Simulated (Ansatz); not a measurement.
FeGe$_{2}$:
```yaml
crystal:
  lattice:
    - [1.65270, -6.14005, 0.00000]
    - [1.65270, 6.14005, 0.00000]
    - [0.00000, 0.00000, 4.38788]
  atoms:
    - { symbol: Ge, position: [0.93821, 0.06179, 0.75000], spin: -0.1 }
    - { symbol: Ge, position: [0.06179, 0.93821, 0.25000], spin: -0.1 }
    - { symbol: Ge, position: [0.25750, 0.74250, 0.75000], spin: -0.1 }
    - { symbol: Ge, position: [0.74250, 0.25750, 0.25000], spin: -0.1 }
    - { symbol: Fe, position: [0.59971, 0.40029, 0.75000], spin: 1.9 }
    - { symbol: Fe, position: [0.40029, 0.59971, 0.25000], spin: 1.9 }
```

This is the PBE-relaxed structure.

Problem. All from PBE (plane waves, PAW; program Ansatz), unless another level is named. Give the electronic character.

Solution. metallic (no gap).

Problem. Give the formation energy from the elements (no fitted shifts).

Solution. 23 kJ/mol of atoms.

Problem. Next, the density of states at the Fermi level?

Solution. 0.50 states/eV per atom (mean over ±0.08 eV).

Space group Cmcm. The cell is a constructed one: a structure type filled with these elements; neither database checked (COD, Materials Project) lists it. Its standing as an ambient phase is unchecked. The cell was relaxed with PBE under the symmetry of its start; its stability against distortions is not shown here. The final state is ferromagnetic, chosen from 2 collinear starts compared on coarse meshes (ties went to the first, and starts can fall back to one state), not a proven ground state. The references are the lowest solids computed at this level, not always the standard phases. Spin–orbit coupling is left out wherever it is not named.

Potentials: the later of the program's two PAW sets.
